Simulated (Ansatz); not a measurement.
GeI2:
Space group P-3m1 (No. 164); a = 4.147 Å, b = 4.147 Å, c = 6.645 Å, α = 90.00°, β = 90.00°, γ = 120.00°

| atom | site | symmetry | x | y | z |
|---|---|---|---|---|---|
| Ge | 1a | -3m. | 0.0000 | 0.0000 | 0.0000 |
| I | 2d | 3m. | 0.3333 | 0.6667 | 0.2596 |

Relaxed with LDA.

**Question.** Which orbitals make up the states near the band edges in LDA (plane waves, PAW; program Ansatz)?

**Answer.** Top 1 eV of the valence band: I 5p 78 %, Ge 4s 19 %. Bottom 1 eV of the conduction band: Ge 4p 69 %, I 5p 21 %, outside the projected shells 5 %. Projections are on Löwdin-orthogonalised atomic valence shells; empty p or d shells of many metals are not among them.

**Question.** Tabulate the density of states.

**Answer.** States/eV per cell of 3 atoms, in 0.25 eV bins, energy from the valence-band maximum.

```
E (eV)  total  I 5p  Ge 4p  Ge 4s
------  -----  ----  -----  -----
-7.85    3.31  0.75   0.00   2.41
-7.60    1.62  0.35   0.00   1.12
-7.35    1.60  0.37   0.00   1.01
-7.10    0.76  0.17   0.00   0.46
-6.85    0.17  0.03   0.00   0.10
-6.60    0.00  0.00   0.00   0.00
-6.35    0.00  0.00   0.00   0.00
-6.10    0.00  0.00   0.00   0.00
-5.85    0.00  0.00   0.00   0.00
-5.60    0.00  0.00   0.00   0.00
-5.35    0.00  0.00   0.00   0.00
-5.10    0.00  0.00   0.00   0.00
-4.85    0.00  0.00   0.00   0.00
-4.60    0.61  0.40   0.19   0.00
-4.35    1.71  1.15   0.53   0.00
-4.10    2.21  1.49   0.67   0.00
-3.85    1.72  1.20   0.48   0.01
-3.60    2.20  1.55   0.58   0.02
-3.35    3.11  2.29   0.73   0.03
-3.10    2.83  2.07   0.66   0.03
-2.85    3.26  2.44   0.74   0.03
-2.60    2.65  2.00   0.58   0.02
-2.35    2.42  1.98   0.37   0.03
-2.10    2.94  2.50   0.35   0.04
-1.85    3.65  3.21   0.33   0.05
-1.60    3.59  3.26   0.24   0.04
-1.35    4.77  4.53   0.13   0.05
-1.10    2.88  2.69   0.06   0.10
-0.85    1.53  1.20   0.03   0.26
-0.60    2.63  2.05   0.05   0.48
-0.35    2.38  1.84   0.04   0.46
-0.10    0.91  0.70   0.01   0.19
0.15     0.00  0.00   0.00   0.00
0.40     0.00  0.00   0.00   0.00
0.65     0.00  0.00   0.00   0.00
0.90     0.00  0.00   0.00   0.00
1.15     0.00  0.00   0.00   0.00
1.40     0.00  0.00   0.00   0.00
1.65     0.00  0.00   0.00   0.00
1.90     0.07  0.01   0.05   0.00
2.15     0.51  0.08   0.37   0.00
2.40     1.60  0.32   1.13   0.00
2.65     3.62  0.86   2.41   0.01
2.90     3.90  1.04   2.47   0.00
3.15     4.62  1.33   2.82   0.00
3.40     3.66  1.12   2.18   0.00
3.65     2.81  0.91   1.62   0.00
3.90     1.66  0.57   0.92   0.00
4.15     1.22  0.44   0.66   0.00
4.40     0.39  0.12   0.17   0.00
4.65     0.53  0.04   0.04   0.00
4.90     0.99  0.03   0.03   0.00
5.15     1.27  0.03   0.02   0.00
5.40     1.47  0.03   0.02   0.00
5.65     1.68  0.02   0.01   0.00
5.90     1.03  0.01   0.01   0.00
6.15     0.84  0.01   0.01   0.00
6.40     1.12  0.01   0.01   0.00
```

The workflow started from an entry of the Crystallography Open Database (COD), which files this formula under 2 space groups. Whether it is the stable phase at ambient conditions was not checked. The cell was relaxed with LDA under the symmetry of its start; of distortions, only those at the zone centre were tested. A crystal of weakly bound layers computed without a dispersion correction: the cell and the soft elastic constants depend strongly on that. Scalar-relativistic: spin–orbit coupling is off unless named, which matters more the heavier the elements.

Potentials: the later of the program's two PAW sets.
